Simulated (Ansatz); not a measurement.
Ansatz (a program for electronic structure) input:

Ansatz 0.2 input:
```yaml
crystal:
  lattice:
    - [0.0, 2.1099472683, 2.1099472683]
    - [2.1099472683, 0.0, 2.1099472683]
    - [2.1099472683, 2.1099472683, 0.0]
  atoms:
    - { symbol: Ga, position: [0.0, 0.0, 0.0] }
    - { symbol: N, position: [0.5, 0.5, 0.5] }
kpoints:
  mp_grid: { grid: [10, 10, 10] }
basis: { xc_grid: 2 }
hamiltonian:
  xc: pbesol
  pseudopotentials: { azcp: { folder: ./paw }, kind: paw }
scf:
  occupations: { method: fixed }
output:
  optics: { e_range: [0.0, 15.0], de: 0.05, sigma: 0.1, bands: { spectra_wanted_up_to: 12 eV } }
```

Output (shortened):

```
output.optics: the spectra are integrated over the Brillouin zone by k·p interpolation around the k-points, where levels, occupations, output.optics.sigma and …
Pseudopotential: Ga, paw, valence charge 13
Pseudopotential: N, paw, valence charge 5
Functional definition: PBEsol
Crystal: 2 atoms, lattice volume = 18.786 Å³
Basis set: ecut = 420 eV, 339 PW (Γ), exchange–correlation on 40×40×40 points (8 copies of the dense FFT grid, shifted against one another)
Bands: 13, of which v1, the nominal top of the filled ones, is band 9 counted from 1 (8 counted from 0)
Symmetry: 48 space group operations
Space group: Fm-3m (ITA 225), of the structure as read, at distance tolerance 2.7e-5 Å
k-points: 47 of 1000
SCF iter   1: F=—  HF=-4122.429243 eV  |F-HF|=—  |Δ(HF+E_count)|=         —  Δρ=1.12e-1  dr2=1.59e0  ethr=3.10e-3  ⟨swp⟩=3.9  Hψ=2751  notcnv=0  defer=68
preconditioner: auto → none
SCF iter   2: F=—  HF=-4122.065489 eV  |F-HF|=—  |Δ(HF+E_count)|=   3.64e-1  Δρ=5.71e-2  dr2=3.03e-1  ethr=3.10e-3  ⟨swp⟩=2.0  Hψ=1284  notcnv=0  defer=27
SCF iter   3: F=—  HF=-4122.000724 eV  |F-HF|=—  |Δ(HF+E_count)|=   6.48e-2  Δρ=2.09e-2  dr2=3.46e-2  ethr=1.68e-3  ⟨swp⟩=2.0  Hψ=879  notcnv=0  defer=83
SCF iter   4: F=—  HF=-4121.996559 eV  |F-HF|=—  |Δ(HF+E_count)|=   4.16e-3  Δρ=1.17e-2  dr2=9.34e-3  ethr=1.92e-4  ⟨swp⟩=2.1  Hψ=1163  notcnv=0  defer=88
SCF iter   5: F=—  HF=-4121.993614 eV  |F-HF|=—  |Δ(HF+E_count)|=   2.95e-3  Δρ=2.06e-3  dr2=3.12e-4  ethr=5.19e-5  ⟨swp⟩=2.0  Hψ=1110  notcnv=0  defer=89
SCF iter   6: F=—  HF=-4121.993536 eV  |F-HF|=—  |Δ(HF+E_count)|=   7.80e-5  Δρ=1.73e-4  dr2=2.19e-6  ethr=1.73e-6  ⟨swp⟩=2.0  Hψ=1103  notcnv=0  defer=53
SCF iter   7: F=—  HF=-4121.993532 eV  |F-HF|=—  |Δ(HF+E_count)|=   4.19e-6  Δρ=1.13e-5  dr2=9.48e-9  ethr=1.22e-8  ⟨swp⟩=2.4  Hψ=989  notcnv=0
SCF iter   8: F=—  HF=-4121.993532 eV  |F-HF|=—  |Δ(HF+E_count)|=  2.59e-10  Δρ=5.04e-7  dr2=2.20e-11  ethr=5.27e-11  ⟨swp⟩=2.1  Hψ=950  notcnv=0
SCF iter   9: F=-4121.993532 eV  HF=-4121.993532 eV  |F-HF|=9.09e-13  |Δ(HF+E_count)|=  1.82e-12  Δρ=3.14e-8  dr2=5.58e-14  ethr=1.00e-12  ⟨swp⟩=3.9  Hψ=2199  notcnv=0
SCF 1 converged in 9 iterations: F = -4121.993532 eV  dr2 = 5.58e-14
NSCF: frozen V_eff on 47 k-points
Optics k sum: 0 of 47 k-points
Optics k sum: 3 of 47 k-points
Optics k sum: 5 of 47 k-points
Optics k sum: 8 of 47 k-points
Optics k sum: 10 of 47 k-points
Optics k sum: 12 of 47 k-points
Optics k sum: 15 of 47 k-points
Optics k sum: 17 of 47 k-points
Optics k sum: 19 of 47 k-points
Optics k sum: 22 of 47 k-points
Optics k sum: 24 of 47 k-points
Optics k sum: 26 of 47 k-points
Optics k sum: 29 of 47 k-points
Optics k sum: 31 of 47 k-points
Optics k sum: 33 of 47 k-points
Optics k sum: 36 of 47 k-points
Optics k sum: 38 of 47 k-points
Optics k sum: 40 of 47 k-points
Optics k sum: 43 of 47 k-points
Optics k sum: 45 of 47 k-points
Optics k sum: 47 of 47 k-points
Optics k sum: 0 of 47 k-points
Optics k sum: 3 of 47 k-points
Optics k sum: 5 of 47 k-points
Optics k sum: 8 of 47 k-points
Optics k sum: 10 of 47 k-points
Optics k sum: 12 of 47 k-points
Optics k sum: 15 of 47 k-points
Optics k sum: 17 of 47 k-points
Optics k sum: 19 of 47 k-points
Optics k sum: 22 of 47 k-points
Optics k sum: 24 of 47 k-points
Optics k sum: 26 of 47 k-points
Optics k sum: 29 of 47 k-points
Optics k sum: 31 of 47 k-points
Optics k sum: 33 of 47 k-points
Optics k sum: 36 of 47 k-points
Optics k sum: 38 of 47 k-points
Optics k sum: 40 of 47 k-points
Optics k sum: 43 of 47 k-points
Optics k sum: 45 of 47 k-points
Optics k sum: 47 of 47 k-points
NSCF: frozen V_eff on 1 k-points
NSCF: frozen V_eff on 1 k-points
output.optics: what the bands over the 16 summed would add to eps1, eps2 and the energy-loss function is held between a lower and an upper bound (6 Lanczos …
SCF converged after 9 iterations
Free energy (F): -4121.993532 eV
Harris-Foulkes:  -4121.993532 eV  (|F-HF|=9.09e-13)
Internal energy: -4121.993532 eV  (E = F + TS)
E sigma→0 (E₀):  -4121.993532 eV
Fermi energy:    13.096462 eV
--- Per-component energies (eV) ---
  E_band       = 46.533317
  E_kinetic    = 241.585475
  E_local      = -1126.192802  (includes V_loc(G=0)·N_el)
  E_nonlocal   = -52.169244
  E_hartree    = 777.465970
  E_xc         = -121.441927
  E_vxc        = -130.995411  (∫ρ·V_xc dr)
  E_paw        = -2082.860521  (= ΣΔE_a)
  E_vpaw       = -440.627131  (= ΣTr[D̂ρ^β])
  E_aug_tail   = 0.000498  (compensation charges beyond the density's cutoff)
  E_ewald      = -1759.272058
  E_core_change = 0.891078  (= ΣΔE_core)
  E_smearing   =  0.000000  (= −TS)
  E_closure    =  0.000000  (closes the sum)
  Σ components = -4121.993532   (vs F -4121.993532, Δ=0.00e0)
  [band-id]    e_kinetic+e_local+e_nonlocal+2·e_hartree+e_vxc+e_vpaw+e_augmentation_tail = 46.533325   (vs E_band 46.533317, Δ=8.21e-6)
--- Band table (eV; the first three rows and the last of 47) ---
  k-point 0: bands = ["-4.2325", "-0.9023", "-0.9023", "-0.9023", "-0.8038", "-0.8038", "12.5984", "12.5984", "12.5984", "15.4015", "27.6455", "27.6455", "27.6455"]
  k-point 1: bands = ["-4.0350", "-0.9103", "-0.8925", "-0.8925", "-0.8167", "-0.8167", "11.4152", "12.6210", "12.6210", "16.3576", "25.2789", "26.9331", "26.9331"]
  k-point 2: bands = ["-3.4627", "-0.9311", "-0.9157", "-0.9157", "-0.8011", "-0.8011", "9.3690", "12.6902", "12.6902", "17.6118", "23.2678", "25.1955", "25.1955"]
  k-point 46: bands = ["-2.3485", "-0.9655", "-0.8579", "-0.8228", "-0.6147", "1.9665", "7.1057", "8.3279", "8.5369", "17.6535", "22.7271", "23.5871", "23.9529"]
```

Cost: about 9 core-seconds (a rough figure) on shared cores.

This is a known high-pressure phase of the composition, computed here at zero pressure and temperature. The cell was relaxed with PBEsol under the symmetry of its start; its stability against distortions is not shown here. Scalar-relativistic: spin–orbit coupling is off unless named, which matters more the heavier the elements.

Potentials: the earlier of the program's two PAW sets.

Ansatz is a plane-wave DFT program.
